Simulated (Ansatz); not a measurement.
All numbers below come from DFT PBE, scalar-relativistic, plane waves, PAW (Ansatz). All cells share a 420 eV cutoff and Γ-centred k meshes spaced at most about 0.3 Å⁻¹ (about 0.25 or finer for metals, 2π included). No spin polarisation in the final relaxations.

Temperature and zero-point effects are left out.

Compare these two cells of ZrIn₂S₂, each relaxed at this level.

A.

```cif
data_structure
_symmetry_space_group_name_H-M 'Cmmm'
_symmetry_Int_Tables_number 65
_cell_length_a 3.2871
_cell_length_b 20.6209
_cell_length_c 3.2856
_cell_angle_alpha 90.000
_cell_angle_beta 90.000
_cell_angle_gamma 90.000
_cell_volume 222.71
loop_
_atom_site_label
_atom_site_type_symbol
_atom_site_symmetry_multiplicity
_atom_site_Wyckoff_symbol
_atom_site_fract_x
_atom_site_fract_y
_atom_site_fract_z
_atom_site_occupancy
Zr1 Zr 2 a 0.00000 0.00000 0.00000 1
In1 In 4 i 0.50000 0.32478 0.00000 1
S1 S 4 j 0.50000 0.07020 0.50000 1
```

B.

```cif
data_structure
_symmetry_space_group_name_H-M 'P-3m1'
_symmetry_Int_Tables_number 164
_cell_length_a 3.5478
_cell_length_b 3.5478
_cell_length_c 11.2050
_cell_angle_alpha 90.000
_cell_angle_beta 90.000
_cell_angle_gamma 120.000
_cell_volume 122.14
loop_
_atom_site_label
_atom_site_type_symbol
_atom_site_symmetry_multiplicity
_atom_site_Wyckoff_symbol
_atom_site_fract_x
_atom_site_fract_y
_atom_site_fract_z
_atom_site_occupancy
Zr1 Zr 1 a 0.00000 0.00000 0.00000 1
In1 In 2 d 0.33333 0.66667 0.37632 1
S1 S 2 d 0.33333 0.66667 0.86030 1
```

Question: Which is lower in energy, and by how much?

Answer: B is lower, by 105 meV/atom. A has space group Cmmm (No. 65), 22.3 Å³/atom and no gap on its mesh; B has space group P-3m1 (No. 164), 24.4 Å³/atom and no gap. Counting S atoms around In and Zr (those within 1.25 times the shortest such distance or 1.15 times the sum of covalent radii, 1.27 where that leaves under three; the shortest distance is added where it exceeds 1.18 times the sum of covalent radii), A has Zr 8, In 4 from 3.2 Å and B has Zr 6, In 3 from 3.4 Å. The lower one is the more open, so pressure narrows the difference. In A, around Zr lie 8 S at 2.74 Å, 4 Zr at 3.29 Å and 2 In at 3.61 Å; around In lie 4 S at 3.18 Å, 4 In at 3.29 Å, 2 In at 3.49 Å and 1 Zr at 3.61 Å; around S lie 4 Zr at 2.74 Å, 1 S at 2.90 Å, 4 In at 3.18 Å and 4 S at 3.29 Å. In B, Zr has 6 S at 2.58 Å; In has 3 S at 3.35 Å and 9 In at 3.45–3.55 Å; S is surrounded by 3 Zr at 2.58 Å and 3 In at 3.35 Å. Both come from invented guesses.

Cells relaxed within their symmetry can be saddle points.
